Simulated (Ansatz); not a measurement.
CsSnI₃ (cubic perovskite, Pm-3m), a = 6.2714 Å, b = 6.2714 Å, c = 6.2714 Å, α = 90.00°, β = 90.00°, γ = 90.00°.

Relaxed with PBE.

Tabulate the valence density and the electron localisation function along the shortest I–Sn contact (3.14 Å), DFT-PBE in the program Ansatz with PAW potentials.



```
distance from I (Å)  density (e/Å³)   ELF
-------------------  --------------  ----
0.31                          13.73  0.18
0.47                           8.05  0.29
0.63                           3.21  0.47
0.78                           1.22  0.57
0.94                           0.79  0.61
1.10                           0.54  0.64
1.25                           0.37  0.65
1.41                           0.27  0.56
1.57                           0.22  0.41
1.72                           0.21  0.33
1.88                           0.26  0.30
2.04                           0.37  0.32
2.19                           0.65  0.35
2.35                           1.35  0.32
2.51                           2.93  0.19
2.67                           5.92  0.06
2.82                          10.28  0.01
```

The density is the valence pseudo-density with augmentation charge, so density and ELF within about 1 Å of a nucleus are not all-electron values.

This is a known high-temperature phase of the composition, computed here at zero pressure and temperature. Symmetry was held in the PBE relaxation; of distortions, only those at the zone centre were tested. Spin–orbit coupling is left out wherever it is not named.

Potentials: the later of the program's two PAW sets.
